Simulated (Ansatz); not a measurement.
ZnSe:
```
ZnSe
1.0
    0.00000     2.86651     2.86651
    2.86651     0.00000     2.86651
    2.86651     2.86651     0.00000
Se Zn
1 1
Cartesian
  4.29977   4.29977   4.29977
  0.00000   0.00000   0.00000
```

Relaxed with PBE. Special points in fractions of this cell's reciprocal vectors: Γ (0.000, 0.000, 0.000); X (0.500, 0.000, 0.500); U (0.625, 0.250, 0.625); K (0.375, 0.375, 0.750); L (0.500, 0.500, 0.500); W (0.500, 0.250, 0.750).

Task: List the band energies nearest the valence-band maximum at these points for the program Ansatz at the PBE level (PAW).

Result: In eV from the valence-band maximum; about four levels below and three above (degenerate sets whole), none deeper than 8.9 eV; … stands for higher levels left out; points with the same levels are listed once.

```json
[
 {"k": "Γ", "below": "-6.08 -6.08 0.00 0.00 0.00", "above": "1.15 …"},
 {"k": "X", "below": "-5.91 -4.60 -2.06 -2.06", "above": "3.07 3.46 10.48"},
 {"k": "U", "below": "-5.84 -4.55 -2.92 -1.69", "above": "3.61 5.52 8.94"},
 {"k": "L", "below": "-5.93 -5.01 -0.82 -0.82", "above": "2.48 6.39 6.39"},
 {"k": "W", "below": "-5.81 -4.52 -2.62 -2.50", "above": "5.39 5.48 6.89"}
]
```

Space group F-43m (zinc blende). Symmetry was held in the PBE relaxation; phonons on a q-mesh show no instability. Scalar-relativistic: spin–orbit coupling is off unless named, which matters more the heavier the elements.

Potentials: the later of the program's two PAW sets.
